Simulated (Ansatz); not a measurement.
NbRu (rock salt, Fm-3m), r²SCAN (plane waves, PAW; program Ansatz), all energies at zero smearing, with the estimated change up to a 700 eV cutoff added, with one set of potentials and settings (totals compare only within such a set). Cell of 2 atoms (1 Ru, 1 Nb): -10453.726 eV.

```json
[
 {"element": "Ru", "reference phase": "P6_3/mmc, 2 atoms in the cell", "E (eV/atom)": "-5890.7404"},
 {"element": "Nb", "reference phase": "Im-3m, 1 atoms in the cell", "E (eV/atom)": "-4563.6587"}
]
```

Formation energy per atom, worked out: (-10453.726 − 1×(-5890.7404) − 1×(-4563.6587))/2 = 0.336 eV/atom (32 kJ per mol of atoms), at 0 K, without zero-point energy or fitted corrections.

The start of the workflow was typed in or built on a structure type; neither database checked (COD, Materials Project) lists it. COD files the formula under space group No. 123, 221, so this cell is another polymorph or a model. Whether it is the stable phase at ambient conditions was not checked. The cell was relaxed with r²SCAN under the symmetry of its start. At this level the phase is mechanically unstable. The run is not spin-polarised. Its formation energy is positive at this level, so the cell may be metastable or incomplete. The references are the lowest solids computed at this level, not always the standard phases.

Potentials: the earlier of the program's two PAW sets.
